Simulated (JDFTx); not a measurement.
V(211) slab cut from bulk V (space group Im-3m, indices of the conventional cell, lattice of the Materials Project entry mp-146, not re-optimised): 8 atoms in 8 planes, a 1x1 cell of 10.89 Å² (|a| = 2.583, |b| = 4.218 Å), 8.3 Å between the outermost planes, cell height 24.5 Å, 8×6×1 k mesh, Fermi smearing 0.01 Ha, no spin polarisation. Neither spin polarisation nor a larger cell was tried.

Profiles through the double layer of this slab, charged, in CANDLE, water, 0.5 M KCl; PBE, GBRV ultrasoft potentials, plane waves to 20/100 Ha, JDFTx (a modified build). z is the height above the outermost atoms, φ the plane-averaged electrostatic potential energy of an electron (zero in the bulk liquid), ρ_b the bound charge of solvent and ions, s the cavity shape function (0 in the solid, 1 in the liquid).

```csv
z (Å),n (e/Å³),s,φ (eV),ρ_b (10⁻³ e/Å³)
0.86,0.1061,0.00,-3.883,-0.08
1.32,0.0263,0.00,-1.811,-4.50
1.77,0.0073,0.01,-0.484,-18.58
2.22,0.0019,0.15,-0.190,-4.79
2.68,0.0005,0.43,-0.140,-0.25
3.13,0.0001,0.72,-0.118,-0.08
3.59,0.0000,0.95,-0.105,-0.04
4.04,0.0000,1.00,-0.094,-0.02
4.49,0.0000,1.00,-0.084,-0.02
4.95,0.0000,1.00,-0.076,-0.02
5.40,0.0000,1.00,-0.068,-0.02
5.85,0.0000,1.00,-0.062,-0.02
6.31,0.0000,1.00,-0.055,-0.02
6.76,0.0000,1.00,-0.050,-0.01
7.22,0.0000,1.00,-0.045,-0.01
7.67,0.0000,1.00,-0.040,-0.01
```

Question: Is the electrode positively or negatively charged, and roughly by how much?

Answer: Positively: σ = 20.7 μC/cm² per face. The liquid's bound charge is of the opposite sign overall, and far from the surface φ decays with the screening length (4.3 Å).
